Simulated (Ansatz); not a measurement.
A relaxed structure of InAs. Calculation: PBEsol (plane waves to 420 eV, PAW, scalar-relativistic; Ansatz, a program for electronic structure).

```cif
data_As2In2
_chemical_formula_sum 'In2 As2'
_space_group_name_H-M_alt 'P 1'
_space_group_IT_number 1
_cell_length_a 4.29468
_cell_length_b 4.29468
_cell_length_c 7.05746
_cell_angle_alpha 90.000
_cell_angle_beta 90.000
_cell_angle_gamma 120.000
loop_
_space_group_symop_operation_xyz
  'x, y, z'
loop_
_atom_site_label
_atom_site_type_symbol
_atom_site_fract_x
_atom_site_fract_y
_atom_site_fract_z
_atom_site_occupancy
In1 In 0.66667 0.33333 0.99979 1
In2 In 0.33333 0.66667 0.49979 1
As1 As 0.66667 0.33333 0.62541 1
As2 As 0.33333 0.66667 0.12541 1
```

Task: Determine the symmetry and give the standard cell with its independent sites.

Result: Space group P6₃mc (No. 186); a = 4.2947 Å, b = 4.2947 Å, c = 7.0575 Å, α = 90.00°, β = 90.00°, γ = 120.00°

| atom | site | symmetry | x | y | z |
|---|---|---|---|---|---|
| In | 2b | 3m. | 0.3333 | 0.6667 | 0.4998 |
| As | 2b | 3m. | 0.3333 | 0.6667 | 0.1254 |

This is the wurtzite type.

Task: Give the shortest distances between elements (the closest pairs, up to four, under 3.6 Å).

Result: As–In 2.63 Å.

```yaml
volume_per_atom: 28.18 Å³
density: 5.59 g/cm³
band_gap: zero, with touching bands (no spin-orbit coupling)
```

No spin polarisation in the result.

The run could not lose the symmetry of its start.

The first start was generated by placing the elements on the sites of a structure type. Materials Project lists a structure of InAs in the same space group, P6₃mc (No. 186); the sites were not compared with it, nor with measured phases. Known forms of InAs include space group No. 216.
